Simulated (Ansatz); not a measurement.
Start of a relaxation of Zr3C2:

```
Zr C
1.0
     4.44275    0.00000    0.00000
     0.00000    4.44275    0.00000
     0.00000    0.00000    3.43819
Zr C
3 2
Direct
  0.00000 0.50000 0.00000
  0.50000 0.00000 0.00000
  0.50000 0.50000 0.00000
  0.50000 0.50000 0.50000
  0.00000 0.00000 0.50000
```

Method: Ansatz 0.2.0, DFT PBE, scalar-relativistic, plane waves, PAW. Cutoff 420 eV, Gaussian smearing, Γ-centred meshes. Cell and atoms relax first on a coarse mesh and then on a finer one. In between, the cell is made exact in the group found at 0.06 Å. In metals the finer mesh still leaves noise of several meV/atom or more. The steps can't lower the symmetry of their start. No spin polarisation.

A guess keeps its type if space group and coordination stay and the shape of the cell changes little (axis ratios within about 15 %, angles within 6°); the volume may change.

Q: Does it keep its structure type, or change into something else?

A: It keeps its type. The symmetry stays P4/mmm (No. 123). The volume per atom grows by 52.7 %, from 13.6 to 20.7 Å³. The shortest distance goes from 1.72 Å (Zr–C) to 2.00 Å (Zr–C). The ratio c/a of the conventional cell changes by a factor of 1.02. Counting neighbours within 15 % of an atom's shortest distance, the start has C 2/12, Zr 2 and the end C 2/12, Zr 2.

Formation energies are uncorrected and refer to the elements' standard structures at the same level.

Q: At what energy does it end?

A: +2.34 eV/atom. The separate elements lie lower, so it is unstable against them.

The last run used an 8×8×10 mesh (in the run's order of axes) for its 5-atom cell and Gaussian smearing of 0.10 eV. The reference form of C is held partly by dispersion forces, which this level lacks. Symmetry constrained the relaxation, so the result can be a saddle point.

In counts of neighbours, a slash parts the counts of unlike sites.
